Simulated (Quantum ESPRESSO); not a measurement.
# Ti3TaO7N: convergence and cost over cutoff and k mesh

A calculation, not a measurement. The program is pw.x of Quantum ESPRESSO 7.5 (plane-wave density functional theory). The cell is made up: 12 atoms on a fluorite lattice, with randomly drawn elements, strain and displacements, not relaxed. PseudoDojo standard norm-conserving files (v0.5 for PBE, v0.4.1 for LDA and PBEsol) set the functional; there is no spin polarisation, spin-orbit coupling or dispersion term, and the masses in the input are unused placeholders.

Input of the run in row 4:

```
&control calculation='scf', pseudo_dir='./dojo.nc.sr.pbe.v0_5.standard.upf', outdir='./o', disk_io='low', tprnfor=.true., tstress=.true. /
&system ibrav=0, nat=12, ntyp=4, nbnd=54, ecutwfc=84.00895049, nosym=.true., tot_charge=0,
 occupations='smearing', smearing='fd', degauss=0.0018374661
/
&electrons conv_thr=7.350e-09, electron_maxstep=60, /
ATOMIC_SPECIES
N 1.0 N.upf
O 1.0 O.upf
Ta 1.0 Ta.upf
Ti 1.0 Ti.upf
CELL_PARAMETERS angstrom
4.9502 0.0 0.0
0.0 4.9502 0.0
0.0 0.0 4.9502
ATOMIC_POSITIONS angstrom
Ti -0.0077 -0.0897 -0.0106
Ti 0.0065 2.4989 2.4587
Ta 2.4995 0.0044 2.3788
Ti 2.451 2.4435 0.0225
O 1.3145 1.3186 1.2782
O 1.2023 1.1836 3.6952
O 1.2714 3.6877 1.2372
O 1.3651 3.6836 3.798
O 3.7077 1.1754 1.2354
N 3.6517 1.282 3.7517
O 3.6677 3.7432 1.225
O 3.7509 3.7308 3.7393
K_POINTS automatic
5 5 5 1 1 1
```

The same cell was run at these settings. Meshes are shifted by half a step, and differences are from the last row, which is itself not exact.

```
cutoff (eV)     k mesh  k points solved  threshold (eV)  free energy less the last row's (eV)  pressure (GPa)  largest stress difference (GPa)  largest force difference (eV/Å)  iterations  wall time (s)  k-point pools              processor
        800  2 x 2 x 2                4           1e-04                                 1.007          -23.04                            14.53                            0.215          18             15              4  AMD EPYC, Zen 5 class
       1143  2 x 2 x 2                4           1e-07                                -0.419           -9.45                             0.92                            0.217          22             26              4  AMD EPYC, Zen 5 class
        604  5 x 5 x 5               63           1e-07                                13.528          -80.67                            72.20                            0.543          21             80              4  AMD EPYC, Zen 5 class
       1143  5 x 5 x 5               63           1e-07                                 0.002           -8.61                             0.04                            0.004          24            239              4  AMD EPYC, Zen 5 class
       1437  7 x 7 x 7              172           1e-07                                 0.000           -8.57                             0.00                            0.000          25           1160              4  AMD EPYC, Zen 5 class
```

Each pool is one process. Wall times include start-up and a band step at six k points, which weighs most on the coarsest meshes. The runs were on shared virtual cores whose load varied, so times are rough.